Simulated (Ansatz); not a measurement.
## LuSb in the WC-type structure

Method: PBEsol, scalar-relativistic; no spin polarisation; PAW, 420 eV, Γ-centred 10×10×8 mesh, 0.05 eV Gaussian smearing; code Ansatz. The datasets are Ansatz's generated set soft_2.

```
CELL_PARAMETERS angstrom
4.14503 0.00000 0.00000
-2.07251 3.58970 0.00000
0.00000 0.00000 3.75521
ATOMIC_POSITIONS crystal
Lu 0.00000 0.00000 0.00000
Sb 0.66667 0.33333 0.50000
```

This is a trial structure: such lanthanide and actinide compounds mostly take the rock-salt structure.

The cell above was scaled in volume, and shape and atoms were relaxed at each volume within its symmetry. Energies are counted from the cell above.

Cell and atoms are those of this level's equilibrium.

```tsv
V (Å³/atom)	ΔE (meV/atom)	P (GPa)
26.82	9.3	2.8
27.38	2.2	1.3
27.94	0.0	0.0
28.50	2.2	-1.2
29.06	8.4	-2.3
```

(1) What do the points give for the equilibrium volume, the bulk modulus and its pressure derivative (third-order Birch–Murnaghan)?

Answer:

(1) V0 = 27.93 Å³/atom, B0 = 63 GPa, B0′ = 3.8.

B0·V0 = 63.2 GPa × 27.93 Å³ = 11.02 eV/atom sets the scale: near the minimum ΔE ≈ ½ B0 V0 x², with x = V/V0 − 1, and a pressure of 0.6 GPa squeezes the volume by about 1 %. At the ends of the curve: x = −4.0 % predicts 8.7 meV/atom and the run gives 9.3; x = +4.0 % predicts 9.0 meV/atom and the run gives 8.4. The lopsidedness is anharmonic: atoms resist being pushed together more than being pulled apart.

No spin–orbit coupling, a notable omission for heavy elements. The run is a metal.
